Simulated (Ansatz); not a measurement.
Relaxed SrTiO$_{3}$ (cubic perovskite):

```xyz
5
Lattice="3.9070 0.0000 0.0000 0.0000 3.9070 0.0000 0.0000 0.0000 3.9070" Properties=species:S:1:pos:R:3 pbc="T T T"
Sr     0.0000     0.0000     0.0000
Ti     1.9535     1.9535     1.9535
O      0.0000     1.9535     1.9535
O      1.9535     1.9535     0.0000
O      1.9535     0.0000     1.9535
```

In this cell atom 2 (Ti, nearest neighbour O at 1.954 Å; its periodic images, 3.9 Å or more away, move with it) is moved by s along Cartesian [111], unit vector (0.577, 0.577, 0.577); all other atoms and the cell stay fixed.

Computed with r2SCAN (plane waves to 500 eV, PAW, scalar-relativistic; Ansatz, an electronic-structure program). k mesh 7×7×7 (Γ-centred), Fermi-Dirac smearing 0.05 eV. The energy includes the smearing's −TS. SrTiO3 is run without spin polarisation. SrTiO3 was relaxed with its symmetry unable to fall. ΔE is measured from the undisplaced structure.

Successive frames, forces in eV/Å:

```tsv
frame	ΔE (meV/cell)	F on Sr1	F on Ti2	F on O3	F on O4	F on O5
s = -0.078 Å	7	(-0.145, -0.145, -0.145)	(0.114, 0.114, 0.114)	(0.046, -0.008, -0.008)	(-0.008, -0.008, 0.046)	(-0.008, 0.046, -0.008)
s = 0.000 Å	0	(0.000, 0.000, 0.000)	(0.000, 0.000, 0.000)	(0.000, 0.000, 0.000)	(0.000, 0.000, 0.000)	(0.000, 0.000, 0.000)
s = 0.078 Å	7	(0.145, 0.145, 0.145)	(-0.114, -0.114, -0.114)	(-0.046, 0.008, 0.008)	(0.008, 0.008, -0.046)	(0.008, -0.046, 0.008)
```

Task: What are the energy and the forces in the next frame, s = 0.156 Å?

Result: ΔE (meV/cell) = 39.

```tsv
atom	Fx	Fy	Fz
Sr1	0.296	0.296	0.296
Ti2	-0.403	-0.403	-0.403
O3	0.040	0.033	0.033
O4	0.033	0.033	0.040
O5	0.033	0.040	0.033
```

(A displaced cell: forces are minus the slopes of the energy, force constants its curvatures, and phonons follow from these.)
